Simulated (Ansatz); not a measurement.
Optical constants of Hf$_{3}$Si$_{2}$

Computed with DFT LDA, scalar-relativistic, plane waves, PAW in Ansatz. Plane waves to 420 eV; Γ-centred k mesh 6×6×10; Fermi-Dirac smearing of 0.15 eV. No spin polarisation.

Equilibrium structure at this level:
```yaml
crystal:
  lattice:
    - [6.91888, 0.00000, 0.00000]
    - [0.00000, 6.91888, 0.00000]
    - [0.00000, 0.00000, 3.57856]
  atoms:
    - { symbol: Hf, position: [0.67398, 0.82602, 0.50000] }
    - { symbol: Hf, position: [0.82602, 0.32602, 0.50000] }
    - { symbol: Hf, position: [0.32602, 0.17398, 0.50000] }
    - { symbol: Hf, position: [0.17398, 0.67398, 0.50000] }
    - { symbol: Hf, position: [0.50000, 0.50000, 0.00000] }
    - { symbol: Hf, position: [0.00000, 0.00000, 0.00000] }
    - { symbol: Si, position: [0.62373, 0.12373, 0.00000] }
    - { symbol: Si, position: [0.87627, 0.62373, 0.00000] }
    - { symbol: Si, position: [0.12373, 0.37627, 0.00000] }
    - { symbol: Si, position: [0.37627, 0.87627, 0.00000] }
```

In a metal these results depend on the k mesh and the smearing. Spin–orbit coupling is left out, which matters for heavy elements.

Independent-particle response (no local fields, no excitons) on a 8×8×16 mesh, broadened by 0.1 eV; the Drude term is undamped and its weight carries the smearing above, which sets much of it in a semimetal. The run couldn't bound its error over part or most of this range, so small peaks and near ties are unsure. Light polarised along x. ε₁ lacks the small share of bands above those solved.

(1) Tabulate ε₁ and ε₂ against photon energy.

(2) Where is the highest local maximum of ε₂ between 0.3 and 10 eV?

Answers

(1)
```tsv
E (eV)	ε₁	ε₂
0.1	-1083.48	86.87
0.5	-26.64	65.12
0.9	-4.20	37.60
1.3	3.11	24.43
1.7	0.19	24.26
2.1	1.05	17.07
2.5	2.88	14.84
2.9	4.73	13.48
3.3	4.75	14.98
3.7	2.87	15.38
4.1	-0.63	14.07
4.5	0.72	11.06
4.9	1.22	14.17
5.3	-1.05	10.33
5.7	0.42	10.12
6.1	-1.02	11.44
6.5	-1.26	10.36
6.9	-2.90	10.63
7.3	-5.10	8.70
7.7	-4.30	8.12
8.1	-5.63	5.77
8.5	-4.46	4.48
8.9	-4.03	4.10
9.3	-3.42	3.39
9.7	-2.97	3.56
10.1	-3.48	3.36
```

(2) At 1.6 eV, where ε₂ = 26.3.

Cost: 1 run of about 38 core-minutes, on Intel Xeon Processor @ 2.70GHz (shared hosts).